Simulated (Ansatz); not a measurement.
### Question
Name crystals whose computed values (PBE (plane waves, PAW; program Ansatz)) fall in these windows: highest Γ mode, no LO–TO term (cm⁻¹) 420 to 550; gap (eV) 3.1 to 4.3; HSE06 gap (eV) 4.7 to 6.1.

### Answer


| crystal | highest Γ mode, no LO–TO term (cm⁻¹) | gap (eV) | HSE06 gap (eV) |
|---|---|---|---|
| BaHfO3, cubic perovskite | 495 | 3.62 | 5.13 |
| NaH, rock salt | 494 | 3.76 | 4.80 |
Others may fit too.

All cells were relaxed under the symmetry of their starts (and spin orders); stability against distortions was not tested throughout. Rows with no word on spin ran without spin polarisation. Spin–orbit coupling is left out wherever it is not named.

Potentials: the later of the program's two PAW sets.
